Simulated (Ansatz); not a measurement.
SrMgF4:
Space group Cmc2₁ (No. 36); a = 3.930 Å, b = 14.485 Å, c = 5.606 Å, α = β = γ = 90.00°

```csv
atom,site,symmetry,x,y,z
Sr,4a,m..,0.0000,0.6598,0.0392
Mg,4a,m..,0.0000,0.0840,0.5948
F,4a,m..,0.0000,0.1614,0.3081
F,4a,m..,0.0000,0.0353,0.9338
F,4a,m..,0.0000,0.2021,0.7872
F,4a,m..,0.0000,0.4142,0.1197
```
(The calculation used a cell of 12 atoms; values per cell refer to that cell.)

Relaxed with PBEsol.

Question: Give the optical modes at the zone centre with their infrared activity from DFPT, DFT-PBEsol in the program Ansatz with PAW potentials.

Answer: Transverse frequencies, without the LO–TO term; a row sums one degenerate level.

```
ω (cm⁻¹)  degeneracy  IR ((D/Å)²/amu)     activity  symmetry
--------  ----------  ---------------  -----------  --------
60                 1             3.18           IR        B2
88                 1             0.53           IR        A1
98                 1             0.00  IR-inactive        A2
118                1             1.37           IR        B2
123                1             2.62           IR        B1
127                1             1.58           IR        A1
166                1             0.95           IR        A1
173                1             1.29           IR        B2
176                1             0.00  IR-inactive        A2
185                1             4.43           IR        A1
189                1             0.01  IR-inactive        B2
196                1             0.00  IR-inactive        A2
216                1             0.02           IR        B2
218                1             2.84           IR        B1
218                1             0.04           IR        A1
226                1             0.00  IR-inactive        A2
254                1             0.40           IR        A1
272                1             0.53           IR        B1
279                1             9.93           IR        B1
288                1             1.47           IR        B2
290                1             0.00  IR-inactive        A2
307                1             1.11           IR        B2
308                1             0.11           IR        A1
332                1             6.83           IR        A1
339                1             1.38           IR        A1
362                1             5.26           IR        B2
394                1             2.56           IR        B2
433                1             0.14           IR        B2
456                1             5.42           IR        A1
479                1             1.63           IR        A1
499                1             4.75           IR        B2
504                1             0.00  IR-inactive        A2
506                1             7.88           IR        B1
```

Question: How high does the top mode go among those that the LO–TO term moves?

Answer: 574 cm⁻¹ for q along x, 554 cm⁻¹ for q along y, 541 cm⁻¹ for q along z.

Space group Cmc2_1. The first step of the workflow began from a Materials Project structure, measured or hypothetical; the Crystallography Open Database files this formula in space group No. 36, but the cells were not matched. Its standing as an ambient phase is unchecked. The cell was relaxed with PBEsol under the symmetry of its start; of distortions, only those at the zone centre were tested.

Potentials: the earlier of the program's two PAW sets.
